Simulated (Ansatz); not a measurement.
SiGe₂N₄ on the sites of β-Si3N4 (relaxed group Pm) was put through Ansatz (plane waves). The starting cell comes from a relaxation with PBE.

The cell given to it:
```
CELL_PARAMETERS angstrom
7.96935 0.00000 0.00037
0.00000 3.04858 0.00000
-3.98435 0.00000 6.90682
ATOMIC_POSITIONS crystal
Ge 0.60049 0.50000 0.83048
Si 0.82621 0.00000 0.23739
Si 0.76505 0.00000 0.59013
Ge 0.22653 0.50000 0.40154
Ge 0.16677 0.50000 0.76430
Ge 0.41269 0.00000 0.17421
N 0.33349 0.50000 0.66687
N 0.67762 0.00000 0.34081
N 0.69828 0.50000 0.65785
N 0.68383 0.00000 0.98359
N 0.01711 0.00000 0.70055
N 0.95832 0.50000 0.30208
N 0.29461 0.00000 0.32271
N 0.33900 0.50000 0.02751
```

Output, abridged:
```
Pseudopotential: Ge, paw, valence charge 14, recommended cutoff 500 eV
Pseudopotential: Si, paw, valence charge 4, recommended cutoff 500 eV
Pseudopotential: N, paw, valence charge 5, recommended cutoff 500 eV
Crystal: 14 atoms, lattice volume = 167.807 Å³
Basis set: ecut = 500 eV, 4325 PW (Γ)
Bands: 66, of which v1, the nominal top of the filled ones, is band 52 counted from 1 (51 counted from 0)
Symmetry: 2 space group operations
Space group: Pm (ITA 6)
k-points: 50 of 128 (time reversal used)
preconditioner: auto → Resta (q_TF=auto, 2.519 Å⁻¹)  ε∞=2.9  [insulator: Δε(μ)=3.072 eV  σ=0.020 eV  ℏωp=29.2 eV]
SCF 1 converged in 8 iterations: F = -21575.480727 eV  dr2 = 2.80e-8
relax step 1: F+E_penalty+E_count = -21575.48072742 eV  max|allowed force component| = 1.510e-1 eV/Å  Δτ_max = 0.0000 Å  P = -6.111 GPa  Ω = 167.807 Å³
SCF 2 converged in 6 iterations: F = -21575.561663 eV  dr2 = 4.42e-7
relax step 2: F+E_penalty+E_count = -21575.56166346 eV  max|allowed force component| = 4.853e-2 eV/Å  Δτ_max = 0.0076 Å  P = -2.490 GPa  Ω = 164.867 Å³
SCF 3 converged in 6 iterations: F = -21575.577405 eV  dr2 = 2.18e-7
relax step 3: F+E_penalty+E_count = -21575.57740454 eV  max|allowed force component| = 2.998e-2 eV/Å  Δτ_max = 0.0059 Å  P = +0.113 GPa  Ω = 162.989 Å³
SCF 4 converged in 5 iterations: F = -21575.577507 eV  dr2 = 1.57e-8
relax step 4: F+E_penalty+E_count = -21575.57750711 eV  max|allowed force component| = 1.038e-2 eV/Å  Δτ_max = 0.0025 Å  P = +0.007 GPa  Ω = 163.073 Å³
SCF 5 converged in 6 iterations: F = -21575.577553 eV  dr2 = 6.28e-9
relax step 5: F+E_penalty+E_count = -21575.57755284 eV  max|allowed force component| = 3.759e-3 eV/Å  Δτ_max = 0.0044 Å  P = -0.001 GPa  Ω = 163.095 Å³
SCF 6 converged in 5 iterations: F = -21575.575623 eV  dr2 = 4.90e-11
relax step 6: F+E_penalty+E_count = -21575.57562350 eV  max|allowed force component| = 3.779e-3 eV/Å  Δτ_max = 0.0000 Å  P = -0.000 GPa  Ω = 163.095 Å³  (SCF on a basis re-selected at this cell)
SCF converged after 5 iterations
Free energy (F): -21575.575623 eV
Fermi energy:    10.229171 eV
--- Forces (eV/Å), atoms counted from 1 ---
  atom   1  Ge    -0.00086      0.00000    -0.00373
  atom   2  Si      0.00003      0.00000      0.00017
  atom   3  Si    -0.00378      0.00000      0.00094
  atom   4  Ge      0.00245      0.00000      0.00265
  atom   5  Ge      0.00309      0.00000    -0.00047
  atom   6  Ge    -0.00072      0.00000      0.00035
  atom   7  N     -0.00047      0.00000      0.00116
  atom   8  N       0.00113      0.00000      0.00050
  atom   9  N       0.00245      0.00000    -0.00100
  atom  10  N       0.00013      0.00000      0.00287
  atom  11  N     -0.00215      0.00000    -0.00222
  atom  12  N     -0.00146      0.00000    -0.00154
  atom  13  N       0.00046      0.00000    -0.00048
  atom  14  N     -0.00028      0.00000      0.00078
--- Stress (GPa, compression-positive) ---
       -0.003263       0.000000      -0.000462
        0.000000       0.002174       0.000000
       -0.000445       0.000000       0.000284
  P = ⅓ Tr σ = -0.0003 GPa (-0.003 kbar)
--- Relaxed structure (5 steps of the walk, 5 accepted, 1 SCFs on fresh bases) ---
  F+E_penalty+E_count = -21575.57562350 eV   max|allowed force component| = 3.779e-3 eV/Å
  cell:  # Å, volume = 163.0950 Å³
    - [7.893340, 0.000000, 0.001240]
    - [0.000000, 3.019744, 0.000000]
    - [-3.945596, 0.000000, 6.841801]
  atoms:
    - { symbol: Ge, position: [0.600060, 0.500000, 0.829830] }
    - { symbol: Si, position: [0.825941, 0.000000, 0.236712] }
    - { symbol: Si, position: [0.765563, 0.000000, 0.590326] }
    - { symbol: Ge, position: [0.226542, 0.500000, 0.401846] }
    - { symbol: Ge, position: [0.167518, 0.500000, 0.764933] }
    - { symbol: Ge, position: [0.412533, 0.000000, 0.174615] }
    - { symbol: N, position: [0.333496, 0.500000, 0.666890] }
    - { symbol: N, position: [0.677202, 0.000000, 0.340450] }
    - { symbol: N, position: [0.698567, 0.500000, 0.658388] }
    - { symbol: N, position: [0.682356, 0.000000, 0.982570] }
    - { symbol: N, position: [0.018037, 0.000000, 0.700124] }
    - { symbol: N, position: [0.958660, 0.500000, 0.301582] }
    - { symbol: N, position: [0.295257, 0.000000, 0.323695] }
    - { symbol: N, position: [0.338268, 0.500000, 0.028039] }
```

Question: Write the input file that gave this output.

Answer:
```yaml
crystal:
  # lattice and atoms as above
kpoints:
  mp_grid: { grid: [4, 8, 4] }
hamiltonian:
  xc: r2scan
scf:
  occupations: { method: fermi_dirac, width: 0.02 }
relax:
  f_tol: 0.005
  cell: {}
```
The cutoff of 500 eV is the one that these potentials recommend for a meta-GGA. The relax steps with a changing cell volume need the relax block with cell. Close relatives of this functional can't be ruled out from these lines alone. Keys that only write grids to files are left aside. Not every key shows in the log; this is the file that was used.

It took 25 s on 1 × NVIDIA H100 80GB HBM3 with 2 threads of AMD EPYC 7R13 Processor (Zen 3), with other jobs on the host, load about 0.9 per core; peak host memory 1.4 GiB.

The cell comes from a prototype generator: it can be a known phase or a hypothetical one. Spin polarisation is off.
